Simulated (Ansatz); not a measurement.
Here is the system:

Hf$_{3}$Rh$_{5}$:
```
CELL_PARAMETERS angstrom
      5.54411     0.00000     0.00000
      0.00000    10.80387     0.00000
      0.00000     0.00000     4.23139
ATOMIC_POSITIONS crystal
  Rh 0.31508 0.39224 0.50000
  Rh 0.68492 0.60776 0.50000
  Rh 0.81508 0.10776 0.50000
  Rh 0.18492 0.89224 0.50000
  Hf 0.00000 0.00000 0.00000
  Hf 0.50000 0.50000 0.00000
  Hf 0.34001 0.14534 0.50000
  Hf 0.65999 0.85466 0.50000
  Hf 0.84001 0.35466 0.50000
  Hf 0.15999 0.64534 0.50000
  Rh 0.00000 0.50000 0.00000
  Rh 0.50000 0.00000 0.00000
  Rh 0.09546 0.24379 0.00000
  Rh 0.90454 0.75621 0.00000
  Rh 0.59546 0.25621 0.00000
  Rh 0.40454 0.74379 0.00000
```

This is the PBEsol-relaxed structure.

Q: All from the program Ansatz at the PBEsol level (PAW), unless another level is named. Predict the density of states at the Fermi level.

A: 0.41 states/eV per atom (mean over ±0.08 eV).

Q: Next, the formation energy from the elements (no fitted shifts)?

A: -0.88 eV/atom.

Space group Pbam. The workflow started from an entry of the Crystallography Open Database (COD). Its standing as an ambient phase is unchecked. The PBEsol relaxation kept the symmetry of its start; its stability against distortions is not shown here. The run is not spin-polarised. The references are the lowest solids computed at this level, not always the standard phases. Spin–orbit coupling is left out wherever it is not named.

Potentials: the later of the program's two PAW sets.
